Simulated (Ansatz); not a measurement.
FePt (CuAu type, space group P4/mmm)

```xyz
2
Lattice="2.7301 0.0000 0.0000 0.0000 2.7301 0.0000 0.0000 0.0000 3.7639" Properties=species:S:1:pos:R:3 pbc="T T T"
Fe     1.3650     1.3650     1.8819
Pt     0.0000     0.0000     0.0000
```

The slice is a (0 -1 1) plane (indices of the conventional cell) through the point (0.500, 0.500, 0.500) (fractional), spanned by u = [100] and v = [011] in vectors of this cell: u (2.73 Å) and v (4.65 Å, at 90° to u). It covers one period; positions are fractions (u, v).

Calculation: PBE (plane waves to 420 eV, PAW, scalar-relativistic; Ansatz, an electronic-structure program). k mesh 17×17×12. Near the nuclei the fields are pseudised (PAW); where an atom keeps semicore shells as valence, they peak there. FePt was relaxed with its symmetry unable to fall. Relaxed FePt ends ferromagnetic. Spin-orbit coupling is left out, though Pt is heavy. The magnetic order is the one the run started from; other orders were not tried.

Question: What is the ELF at the density minimum of the shortest Fe–Pt line in this plane (2.70 Å)?

Answer: 0.2.

Question: What is the valence density on the shortest Fe–Pt line in this plane (2.70 Å), at its minimum between the atoms?

Answer: 0.31 e/Å³.

Question: Predict the map of the ELF of the up spins on the slice.

Answer: 
```
|xxxxxx**==..          ..==**xxxx|
|xxxxxx++--..          ..--++xxxx|
|xx**++--..      ..      ..--++**|
|====--..      ......      ..--==|
|......      ..........      ....|
|          ..::::::::::..        |
|      ....::::::::::::::....    |
|......::::::----------::::::....|
|....::::--==++******++==--::::..|
|::::::::==**##%%%%%%##**==::::::|
|::::::--++%%@@@@xx@@@@%%++--::::|
|::::::==##@@xxxxxxxxxx@@##==::::|
|::::::++##@@xxxxxxxxxx@@##++::::|
|::::::++%%@@xxxxxxxxxx@@%%++::::|
|::::::++##@@xxxxxxxxxx@@##++::::|
|::::::==##@@xxxxxxxxxx@@##==::::|
|::::::--++%%@@@@xx@@@@%%++--::::|
|::::::::==**##%%%%%%##**==::::::|
|....::::--==++******++==--::::..|
|......::::::----------::::::....|
|      ....::::::::::::::....    |
|          ..::::::::::..        |
|......      ..........      ....|
|====--..      ......      ..--==|
|xx**++--..      ..      ..--++**|
|xxxxxx++--..          ..--++xxxx|
|xxxxxx**==..          ..==**xxxx|
|xxxxxx##==..          ..==##xxxx|
```
Scale: ten equal steps from 0.15 (start of ' ') to 0.64 (end of '@'), in the order ' .:-=+*#%@'. Values: ELF of the up spins. The map has 16 points along u (two characters each, u = 0 at the left) and 28 along v (v = 0 in the bottom row). Points within 0.5 Å of a nucleus are blanked (x), as the pseudised field means little there.
